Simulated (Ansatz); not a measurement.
BaTiO₃ at a changed volume: O-17 NMR of the central transition

Cell: a COD entry, relaxed with PBE at fixed cell and then changed (volume scaled by 0.98, ions relaxed).

```cif
data_structure
_symmetry_space_group_name_H-M 'P 1'
_symmetry_Int_Tables_number 1
_cell_length_a 3.9730
_cell_length_b 3.9730
_cell_length_c 3.9910
_cell_angle_alpha 90.000
_cell_angle_beta 90.000
_cell_angle_gamma 90.000
_cell_volume 63.00
loop_
_atom_site_label
_atom_site_type_symbol
_atom_site_fract_x
_atom_site_fract_y
_atom_site_fract_z
_atom_site_occupancy
Ba1 Ba 0.00000 0.00000 0.99879 1
Ti2 Ti 0.50000 0.50000 0.48598 1
O3 O 0.50000 0.50000 0.01891 1
O4 O 0.50000 0.00000 0.51216 1
O5 O 0.00000 0.50000 0.51216 1
```

Sites (sets of like atoms) are named by element and the number of their first atom in this list.

Level of theory: DFT, PBE, plane waves and PAW, scalar-relativistic, 420 eV cutoff, Γ-centred 8×8×8 k-points, Fermi–Dirac smearing 0.02 eV (Ansatz 0.2.0).

O-17 has I = 5/2 and Q = -25.58 mb (Pyykkö 2018); at 14.1 T its Larmor frequency is ν₀ = 81.4 MHz. Only the quadrupole interaction is simulated: positions count from each site's isotropic chemical shift, and J coupling is left out, as are shift anisotropy and dipolar coupling, which fast spinning averages.

(1) What does the O-17 spectrum (fast magic-angle spinning) show for each site?

Results:

(1) 

```tsv
site	first shell	C_Q (MHz)	η	P_Q (MHz)	δ_QIS (ppm)	breadth (kHz)
O3	2 Ti at 1.86–2.13 Å, angle 180°; also 4 Ba at 2.81 Å	-1.06	0.00	1.06	-1.03	0.179
O4	2 Ti at 1.99 Å, angle 174°; also 4 Ba at 2.78–2.85 Å	-1.59	0.02	1.59	-2.27	0.400
```

δ_QIS = −(ν_Q²/30ν₀²)[I(I+1) − 3/4](1 + η²/3) × 10⁶ ppm with ν_Q = 3|C_Q|/[2I(2I−1)]; it falls as 1/B₀² in ppm, and the breadth as 1/B₀ in kHz.

An axis of threefold or higher order runs through O3, so V_zz lies along it and η is zero. At O4 V_zz points along the line of its two bonds (within 1°).

At this changed cell the PBE pressure is 6 GPa.

The relaxation (5 steps) took 42 s of wall time (42 s of CPU time) and 0.58 GiB at its peak, on 1 thread of Intel Xeon Platinum 8488C (Sapphire Rapids) (x86_64; 16 cores open to the job, memory cap 3.0 GiB, no GPU), a shared host with a load of 0.4 a core.
